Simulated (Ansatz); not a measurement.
Si₂W squeezed and stretched

A database entry relaxed whole under r2SCAN (I4/mmm):

```yaml
crystal:
  lattice:
    - [-1.60628, 1.60628, 3.90279]
    - [1.60628, -1.60628, 3.90279]
    - [1.60628, 1.60628, -3.90279]
  atoms:
    - { symbol: Si, position: [0.33489, 0.33489, 0.00000] }
    - { symbol: Si, position: [0.66511, 0.66511, 0.00000] }
    - { symbol: W, position: [0.00000, 0.00000, 0.00000] }
```

The cell was scaled uniformly, its shape held, and the atoms relaxed at each volume with plane-wave PAW DFT (Ansatz 0.2.0; r2SCAN, 500 eV, 13×13×13 Γ-centred mesh, fermi-dirac occupations of width 0.100 eV; no spin, no spin-orbit coupling). One row is withheld.

```
volume (Å³/atom)  energy over the lowest (meV/atom)  pressure (GPa)
          12.621                               39.3           16.62
          12.889                               16.8           10.46
          13.158                                4.0            4.94
          13.426                                0.0           -0.02
          13.695                                3.9           -4.47
          13.963                                  ?               ?
          14.232                               32.1          -12.02
```

Task: Fit the pressures of the other rows to the third-order Birch-Murnaghan form.

Result: With f = [(V₀/V)^(2/3) − 1]/2 and P = 3B₀f(1 + 2f)^(5/2)[1 + 3(B₀′ − 4)f/2], least squares gives V₀ = 13.43 Å³ an atom, B₀ = 234 GPa and B₀′ = 4.5; the rows miss the fit by less than 0.01 GPa. The slope of the energies differs from these pressures by 0.05 GPa, since they are taken to zero smearing while pressures follow the free energy.

Task: What does the withheld row hold?

Result: The fit gives -8.45 GPa at 13.963 Å³; the run gave -8.46 GPa and 14.9 meV an atom.

Caveats: the shape of the cell was held, so B₀ is an upper bound where the axes differ in stiffness; 0 K, fixed nuclei; the symmetry was kept, and this need not be the phase that is stable at 0 K; one mesh for all volumes; pressure is positive in compression.
